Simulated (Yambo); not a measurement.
MgS (rock salt, space group Fm-3m, No. 225), G0W0@PBEsol in Yambo with this input:

```
rim_cut
gw0
dyson
el_el_corr
HF_and_locXC
ppa
em1d
RandQpts= 1000000
RandGvec= 1 Ry
EXXRLvcs= 84 Ry
VXCRLvcs= 336 Ry
Chimod= "HARTREE"
% BndsRnXp
 5 | 80 |
%
NGsBlkXp= 10 Ry
% LongDrXp
 1.0 | 1.0 | 1.0 |
%
PPAPntXp= 27.2114 eV
% GbndRnge
 1 | 80 |
%
GTermKind= "BG"
DysSolver= "n"
ExtendOut
```

On a 6×6×6 mesh, with wavefunctions cut at 84 Ry, the gap (Γ → X) is 4.544 eV and the valence edge shifts by -1.146 eV.

Q: What happens with this change: 4 Ry block?

A: The gap falls by 0.206 eV, to 4.338 eV; the shift of the valence edge becomes -0.914 eV. Neither run is shown to be the converged limit.

Geometry relaxed with PBEsol; primitive cell a = 3.665 Å, b = 3.665 Å, c = 3.665 Å, α = 60.00°, β = 60.00°, γ = 60.00°.

A shift is the quasiparticle energy of the state minus its PBEsol energy.
